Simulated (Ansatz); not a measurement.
BaO₂:
```yaml
crystal:
  lattice:
    - [-1.88679, 1.88679, 3.37730]
    - [1.88679, -1.88679, 3.37730]
    - [1.88679, 1.88679, -3.37730]
  atoms:
    - { symbol: Ba, position: [0.00000, 0.00000, 0.00000] }
    - { symbol: O, position: [0.39124, 0.39124, 0.00000] }
    - { symbol: O, position: [0.60876, 0.60876, 0.00000] }
```

PBEsol (plane waves, PAW; program Ansatz) gives a gap of 2.06 eV without spin–orbit coupling, maximum at M, minimum at M.

### Question
What happens when spin–orbit coupling is switched on?

### Answer
The gap decreases by 0.01 eV, to 2.05 eV; maximum at M, minimum at M.

### Question
Give the electron effective mass with spin–orbit coupling.

### Answer
0.43, 0.43, 1.5 mₑ (principal values).

Space group I4/mmm (MoSi2 or CaC2 type). The first step of the workflow began from a Materials Project structure, measured or hypothetical; the Crystallography Open Database files this formula in space group No. 139, but the cells were not matched. Whether it is the stable phase at ambient conditions was not checked. Symmetry was held in the PBEsol relaxation; whether a distortion lowers the energy is not shown.

Potentials: the later of the program's two PAW sets.
